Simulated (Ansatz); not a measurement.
Input, command and steps of an Ansatz relaxation.

```yaml
crystal:
  lattice:
    - [3.8607685169, -3.3086174369, 0.0]
    - [3.8607685169, 3.3086174369, 0.0]
    - [0.0, 0.0, 9.0494206415]
  atoms:
    - { symbol: Mn, position: [0.4541975019, 0.5458024981, 0.75] }
    - { symbol: Mn, position: [0.5458024981, 0.4541975019, 0.25] }
    - { symbol: Al, position: [0.5990182303, 0.0344792082, 0.75] }
    - { symbol: Al, position: [0.4009817697, 0.9655207918, 0.25] }
    - { symbol: Al, position: [0.3279427345, 0.3279427345, 0.0] }
    - { symbol: Al, position: [0.6720572655, 0.6720572655, 0.5] }
    - { symbol: Al, position: [0.6720572655, 0.6720572655, 0.0] }
    - { symbol: Al, position: [0.3279427345, 0.3279427345, 0.5] }
    - { symbol: Al, position: [0.8600931092, 0.1399068908, 0.1010957978] }
    - { symbol: Al, position: [0.1399068908, 0.8600931092, 0.6010957978] }
    - { symbol: Al, position: [0.8600931092, 0.1399068908, 0.3989042022] }
    - { symbol: Al, position: [0.1399068908, 0.8600931092, 0.8989042022] }
    - { symbol: Al, position: [0.0344792082, 0.5990182303, 0.25] }
    - { symbol: Al, position: [0.9655207918, 0.4009817697, 0.75] }
basis:
  ecutwfc: 420
kpoints:
  mp_grid: { grid: [8, 8, 4] }
hamiltonian:
  xc: pbesol
scf:
  occupations: { method: gaussian, width: 0.1 }
output:
  forces: true
  stress: true
  eigenvalues: true
  write_density: true
  write_potential: true
  elf: true
  volumetric_format: npy
relax:
  adjacent_minimum: "off"
  f_tol: 0.01
  max_steps: 30
  cell: { stress_tol: 0.1, fix: [volume] }
```

```bash
ansatz run input.yaml --threads 4 --pin off --max-ram 10240MiB --backend cpu --events-out ev --progress --plain --runs-dir out
```

Method: DFT PBEsol, scalar-relativistic, plane waves, PAW in Ansatz 0.2.0.

The volume is held at 1.1 times that of the relaxed cell.

Of 4 frames 3 are shown, positions in Å and forces in eV/Å; the SCF threshold varies from step to step. Steps run on the plane waves of an earlier cell, with a Pulay correction in the pressure. The basis is chosen afresh for the last frame, the zero of the energies, and at times for earlier ones too; energy and pressure can step there, also at an unchanged geometry. Where two frames share a geometry here, they differ by under 2 meV/atom and 0.3 GPa.

```xyz
14
Lattice="3.8608 -3.3086 0.0000 3.8608 3.3086 0.0000 0.0000 0.0000 9.0494" Properties=species:S:1:pos:R:3:forces:R:3 pbc="T T T" step=1 free_energy_over_end_meV_per_atom=0.27 pressure_GPa=-8.63
Mn    3.8608    0.3031    6.7871    0.0000    0.0767    0.0000
Mn    3.8608   -0.3031    2.2624    0.0000   -0.0767    0.0000
Al    2.4458   -1.8678    6.7871   -0.0090    0.0485    0.0000
Al    5.2758    1.8678    2.2624    0.0090   -0.0485    0.0000
Al    2.5322    0.0000    0.0000    0.0544    0.0000    0.0000
Al    5.1893    0.0000    4.5247   -0.0544    0.0000    0.0000
Al    5.1893    0.0000    0.0000   -0.0544    0.0000    0.0000
Al    2.5322    0.0000    4.5247    0.0544    0.0000    0.0000
Al    3.8608   -2.3828    0.9149    0.0000    0.0394    0.0582
Al    3.8608    2.3828    5.4396    0.0000   -0.0394    0.0582
Al    3.8608   -2.3828    3.6099    0.0000    0.0394   -0.0582
Al    3.8608    2.3828    8.1346    0.0000   -0.0394   -0.0582
Al    2.4458    1.8678    2.2624   -0.0090   -0.0485    0.0000
Al    5.2758   -1.8678    6.7871    0.0090    0.0485    0.0000
14
Lattice="3.8550 -3.3139 0.0000 3.8550 3.3139 0.0000 0.0000 0.0000 9.0486" Properties=species:S:1:pos:R:3:forces:R:3 pbc="T T T" step=2 free_energy_over_end_meV_per_atom=0.04 pressure_GPa=-8.47
Mn    3.8550    0.3190    6.7864    0.0000    0.0066    0.0000
Mn    3.8550   -0.3190    2.2621    0.0000   -0.0066    0.0000
Al    2.4392   -1.8473    6.7864   -0.0017   -0.0141    0.0000
Al    5.2708    1.8473    2.2621    0.0017    0.0141    0.0000
Al    2.5335    0.0000    0.0000   -0.0110    0.0000    0.0000
Al    5.1764    0.0000    4.5243    0.0110    0.0000    0.0000
Al    5.1764    0.0000    0.0000    0.0110    0.0000    0.0000
Al    2.5335    0.0000    4.5243   -0.0110    0.0000    0.0000
Al    3.8550   -2.3926    0.9191    0.0000   -0.0012    0.0028
Al    3.8550    2.3926    5.4434    0.0000    0.0012    0.0028
Al    3.8550   -2.3926    3.6052    0.0000   -0.0012   -0.0028
Al    3.8550    2.3926    8.1295    0.0000    0.0012   -0.0028
Al    2.4392    1.8473    2.2621   -0.0017    0.0141    0.0000
Al    5.2708   -1.8473    6.7864    0.0017   -0.0141    0.0000
14
Lattice="3.8583 -3.3076 0.0000 3.8583 3.3076 0.0000 0.0000 0.0000 9.0580" Properties=species:S:1:pos:R:3:forces:R:3 pbc="T T T" step=4 free_energy_over_end_meV_per_atom=0.00 pressure_GPa=-8.49
Mn    3.8583    0.3169    6.7935    0.0000   -0.0002    0.0000
Mn    3.8583   -0.3169    2.2645    0.0000    0.0002    0.0000
Al    2.4409   -1.8478    6.7935    0.0003    0.0007    0.0000
Al    5.2757    1.8478    2.2645   -0.0003   -0.0007    0.0000
Al    2.5359    0.0000    0.0000   -0.0070    0.0000    0.0000
Al    5.1807    0.0000    4.5290    0.0070    0.0000    0.0000
Al    5.1807    0.0000    0.0000    0.0070    0.0000    0.0000
Al    2.5359    0.0000    4.5290   -0.0070    0.0000    0.0000
Al    3.8583   -2.3890    0.9215    0.0000    0.0047    0.0087
Al    3.8583    2.3890    5.4505    0.0000   -0.0047    0.0087
Al    3.8583   -2.3890    3.6075    0.0000    0.0047   -0.0087
Al    3.8583    2.3890    8.1366    0.0000   -0.0047   -0.0087
Al    2.4409    1.8478    2.2645    0.0003   -0.0007    0.0000
Al    5.2757   -1.8478    6.7935   -0.0003    0.0007    0.0000
```

It took 24 s on 4 threads of Oxide Virtual Turin-like Processor (Zen 5), on a shared host, peak memory 1 GiB.

Spin polarisation was left out, and a magnetic state may lie lower.